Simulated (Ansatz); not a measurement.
TiCdO3:
```xyz
10
Lattice="2.6156 1.5101 4.9338 -2.6156 1.5101 4.9338 0.0000 -3.0203 4.9338" Properties=species:S:1:pos:R:3 pbc="T T T"
Ti     0.0000     0.0000    12.5873
Ti     0.0000     0.0000     2.2140
Cd     0.0000     0.0000     9.4220
Cd     0.0000     0.0000     5.3793
O      0.9566     1.7645     6.3029
O     -0.9566    -1.7645     8.4984
O     -2.0064    -0.0538     6.3029
O      2.0064     0.0538     8.4984
O      1.0498    -1.7106     6.3029
O     -1.0498     1.7106     8.4984
```

Relaxed with PBEsol.

### Question
Map the electron localisation function on the plane through (0.850, 0.850, 0.850) spanned by u = [1, 1, 0] and v = [1, -1, 1] in lattice vectors, from the program Ansatz at the PBEsol level (PAW).

### Answer
x is the fraction of u, y of v (the angle between them is 61°; rows are the nearest grid lines); atoms in the plane: Ti at (0.00, 0.00), Cd at (0.02, 0.51), O at (0.77, 0.18).
```
| :#=  .     .-==-.  -==:..:-::. ..  =*: |
|*=**.:++-.     ...  -+*=:.:-==-.  .  =#*|
|###+:-*#*-          :=*+-.:-==-: ..:..+#|
|.::.:*%@%#+.         :==-..:-==-..:++=..|
|-.  -#@@@%#=.          .:....:-:. :+##*-|
|+:  :*%@@@%+:      ..   ..  ..::. :+###+|
|+=.  -*#%%*-..   .:+**-.          .:=**+|
|:..   .-==:..... .=#@@%#-.          ...:|
|:..     .....:::. -%#*#@%=.        .::::|
|=-..       ..:::...##==%%*:  .     .-===|
|#*=-.       ..:::. :@%*#%#:  .::.  .=+##|
|@@#+-.       .....  *%@@%*:....::. .-+#@|
|%@%*=:.     .:...   -*%%%=..-:..::. :=*%|
|+**+=:.    .=*#%#+-.  :--. :+#*: .   .-+|
|.-=--:.    .=#@%%@%#        :+*=.  ... .|
| .:::.      =#@%##@%:    ....:=-.  :-:. |
|+:.         .=%@*=*@*.  .=*##+:.  .=*##+|
|%%+.          :#%%%@#-  .=#@@%@%=..=#%@%|
|@@%+.    .:-:. .-*%%*-   :#@%==%%*..=#%@|
|%%%*:    :==-:.  :+*=:   .+%%+:*%%- .=#%|
|:-++-.   :+**+-:.         .+%@%%@@=....:|
|*=.      .-+**+-:.          .=#%%%-:*#**|
|+#=       .=+*+=:.  ...  ... .-*#*::*#=+|
| :#=  .     .-==-.  -==:..:-::. ..  =*: |
```
Scale: ten equal steps from 0.007 (start of ' ') to 0.894 (end of '@'), in the order ' .:-=+*#%@'; x runs from 0.000 to 1.00, y from 0.000 (bottom) to 1.00 (top).

The density is the valence pseudo-density with augmentation charge, so density and ELF within about 1 Å of a nucleus are not all-electron values.

Space group R-3. The first step of the workflow began from a Materials Project structure, measured or hypothetical; the Crystallography Open Database files this formula in space group No. 148, but the cells were not matched. Its standing as an ambient phase is unchecked. The cell was relaxed with PBEsol under the symmetry of its start; its stability against distortions is not shown here. No spin polarisation was allowed.

Potentials: the later of the program's two PAW sets.
